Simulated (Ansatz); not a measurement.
# Run on Eu3Ag (Pm-3m) — total moment held at 20.08 μB

Level of theory: DFT, LDA, all-electron LAPW, scalar-relativistic (Ansatz).

Command: `ansatz run input.yaml --threads 2 --pin off --max-ram 6144MiB --backend cpu --events-out ev --progress --plain --runs-dir out`

```yaml
crystal:
  lattice:
    - [5.103738, 0.0, 0.0]
    - [0.0, 5.103738, 0.0]
    - [0.0, 0.0, 5.103738]
  atoms:
    - { symbol: Eu, position: [0.0, 0.5, 0.5], spin: 6.693 }
    - { symbol: Eu, position: [0.5, 0.0, 0.5], spin: 6.693 }
    - { symbol: Eu, position: [0.5, 0.5, 0.0], spin: 6.694 }
    - { symbol: Ag, position: [0.0, 0.0, 0.0] }
magnetization:
  spin_polarized: true
  initial_magnetization: 20.08
  spin_locking: { lock_magnetization: hard }
kpoints:
  mp_grid: { grid: [6, 6, 6] }
scf:
  occupations: { method: fermi_dirac, width: 0.08 }
hamiltonian:
  xc: lda
  pseudopotentials: { kind: all_electron, lapw: { basis_error: 0.001 } }
output:
  forces: true
  stress: true
  eigenvalues: false
```

Log:

```
settings of this run that can trade accuracy for cost: output.eigenvalues: false. Do not mix this run's numbers with those of runs without the same settings; the input reference describes each key
LAPW: plane waves up to 7.170 Å⁻¹, error target 1.0e-3 eV per atom; small_component_spin mean_spin; Ag in spheres of 1.804 Å, 19 of its electrons in bands, Dirac shells []; Eu in spheres of 1.804 Å, 27 of its electrons in bands, Dirac shells [] (how accurate: hamiltonian.pseudopotentials.lapw.basis_error, Limitations)
Engine: ansatz 0.2.0
Pseudopotentials: kind: all_electron
Pseudopotential: Eu, LAPW, valence charge 27, lapw/all_electron/scalar/gaussian/Eu, Koelling and Harmon's equation, gaussian nucleus
Pseudopotential: Ag, LAPW, valence charge 19, lapw/all_electron/scalar/gaussian/Ag, Koelling and Harmon's equation, gaussian nucleus
Functional definition: SPW92
  exchange = slater_x
  correlation = pw_c
Crystal: 4 atoms, lattice volume = 132.943 Å³
Basis set: ecut = 195.8399590249826 eV, 799 PW (Γ), exchange–correlation at level 2
Bands: 73, of which v1, the nominal top of the filled ones, is band 50 counted from 1 (49 counted from 0)
Symmetry: 16 space group operations
Space group: P4/mmm (ITA 123), of the structure as read, at distance tolerance 5.1e-5 Å
Magnetic group: BNS 123.339 (UNI 999), of the structure as read, at distance tolerance 5.1e-5 Å
k-points: 40 of 216
Non-local potential: Eu, projectors of the file, none
Non-local potential: Ag, projectors of the file, none
Initial density: superposition of atomic densities (chi_scale 0.1, normalization cell)
Starting moments: Σ|m| = 20.08 μB on 3 of 4 sites
Initial wavefunctions: plane waves of lowest kinetic energy (no species holds an atomic orbital)
Functional: x = slater, c = lda
iter 1 solved again at ethr=3.81e-4 eV; its pass at ethr=1.00e-1 eV (dr2=3.81e-1 eV) is discarded
SCF iter   1: F=—  HF=-1029135.736136 eV  |F-HF|=—  |Δ(HF+E_count)|=         —  Δρ=6.26e-3 (↑5.89e-3 ↓6.26e-3)  dr2=3.81e-1  dr2_m=1.60e-2  M=20.080 μB ∫|m|=20.629 μB  β_m=0.30  ethr=3.81e-4  ⟨swp⟩=2.2  Hψ=36799  notcnv=0
preconditioner: auto → Kerker (q_TF=auto, 2.602 Å⁻¹)  [metal: Δε(μ)=0.040 eV  Ē_g=13.282 eV  σ=0.080 eV  W_gap=0.12  n_scr=32 (ndim 8)  ℏωp=24.1 eV  f_vac=0.000  D(μ)=4.19/eV (n_scr^D=26)]
spin=Collinear: Kerker preconditioning applied to the charge; magnetization (m = ρ↑ − ρ↓) channel mixes plain (no charge-response kernel on spin).
[...]
the basis was enlarged: its passes take 1.4 MiB over the memory plan, 2 of 2 planned eigensolver slots
[...]
Free energy (F): -1029135.667606 eV
Harris-Foulkes:  -1029135.667606 eV  (|F-HF|=3.13e-8)
Internal energy: -1029135.493095 eV  (E = F + TS)
E sigma→0 (E₀):  -1029135.580351 eV
Entropy (-TS):   -0.174512 eV (-43.628 meV/atom)
Fermi energy:    12.545392 (↑ 12.266306, ↓ 12.824478) eV
--- Per-component energies (eV) ---
  E_band       = -3817.210157
  E_kinetic    = 1109812.396429
  E_xc         = -23185.371259
  E_electrostatic = -2115762.518264  (all electrons and nuclei)
  E_smearing   = -0.174512  (= −TS)
  E_closure    = -0.000000  (closes the sum)
  E_atoms      = -1029100.886396  (free atoms, spherical and without spin; not in F)
  Σ components = -1029135.667606   (vs F -1029135.667606, Δ=0.00e0)
  Basis errors (estimates in eV, not in F): energy 8.1e-5 per atom: plane waves 2.8e-5 (1.4e-5 summed), levels above the bands 4.3e-25, relativity 7.0e-8, radial functions 5.2e-5, core shells 5.3e-7; eigenvalues (radial functions only) 1.7e-6; not estimated: angular momenta, meshes, grids; target (lapw.basis_error) 1.0e-3; muffin-tin radii Ag 1.804 Å, Eu 1.804 Å
--- Forces (eV/Å), atoms counted from 1 ---
  atom   1  Eu    -0.00000000     0.00000000     0.00000000
  atom   2  Eu     0.00000000     0.00000000     0.00000000
  atom   3  Eu    -0.00000000     0.00000000     0.00000000
  atom   4  Ag     0.00000000    -0.00000000     0.00000000
  max |Σ_I F_I| component: 8.09e-30 eV/Å
--- Stress (GPa, compression-positive) ---
       -3.819596       0.000000       0.000000
        0.000000      -3.819596       0.000000
        0.000000       0.000000      -3.819618
  P = ⅓ Tr σ = -3.8196 GPa (-38.196 kbar)
settings of this run that can trade accuracy for cost: output.eigenvalues: false. Do not mix this run's numbers with those of runs without the same settings; the input reference describes each key
```

The log's space group differs from the title's, since the program also counts the typed moments and uses a tighter tolerance.

Site moments (μB): Eu1 6.74, Eu2 6.74, Eu3 6.74, Ag4 -0.12. Cell moment 20.08 μB.

The magnetic group in the log treats spin as a scalar label, without spin–orbit coupling.

Without U a semilocal functional puts the f levels too near the Fermi level, which can change moments and the order of magnetic states; site and cell moments are spin moments. Spin–orbit coupling is left out although heavy atoms are present. With open f shells a run can end in a state that isn't the lowest. None of this fixes the real material's magnetic order: only patterns that fit the cell were computed, at zero temperature, with a functional that can overstate moments.

It took 2.9 min on 2 threads of Intel(R) Xeon(R) Processor @ 2.50GHz (Skylake/Cascade Lake) (shared host), peak memory 1 GiB.
